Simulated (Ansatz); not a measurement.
GaSb:
```xyz
2
Lattice="0.0000 3.1069 3.1069 3.1069 0.0000 3.1069 3.1069 3.1069 0.0000" Properties=species:S:1:pos:R:3 pbc="T T T"
Ga     0.0000     0.0000     0.0000
Sb     1.5535     1.5535     1.5535
```

Relaxed with PBE in the plane-wave PAW code Ansatz. Indices refer to the conventional cell of F-43m, a = 6.214 Å, b = 6.214 Å, c = 6.214 Å, α = 90.00°, β = 90.00°, γ = 90.00°.

### Question
Simulate the powder diffraction pattern (Mo Kα, λ = 0.71073 Å; lines above 1 %) up to 2θ = 45°.

### Answer
Simulated powder pattern, Mo Kα, λ = 0.71073 Å (kinematic, ideal powder, no thermal factors, no anomalous dispersion; the 30 strongest lines at most, above 1 %, up to 2θ = 45°):

```
2θ (°)  d (Å)  I/Imax (%)          hkl
------  -----  ----------  -----------
11.37   3.588         100        (111)
13.14   3.107         5.9        (200)
18.62   2.197          80        (220)
21.87   1.874          54        (311)
22.85   1.794         1.8        (222)
26.45   1.553          15        (400)
28.87   1.426          24        (331)
29.64   1.389         2.6        (420)
32.54   1.268          30        (422)
34.57   1.196          18  (511)+(333)
37.75   1.098         9.1        (440)
39.55   1.050          17        (531)
40.14   1.036         1.3  (442)+(600)
42.41   0.982          12        (620)
44.05   0.948         5.6        (533)
```

The cell was relaxed with PBE under the symmetry of its start. Scalar-relativistic: spin–orbit coupling is off unless named, which matters more the heavier the elements.

Potentials: the later of the program's two PAW sets.
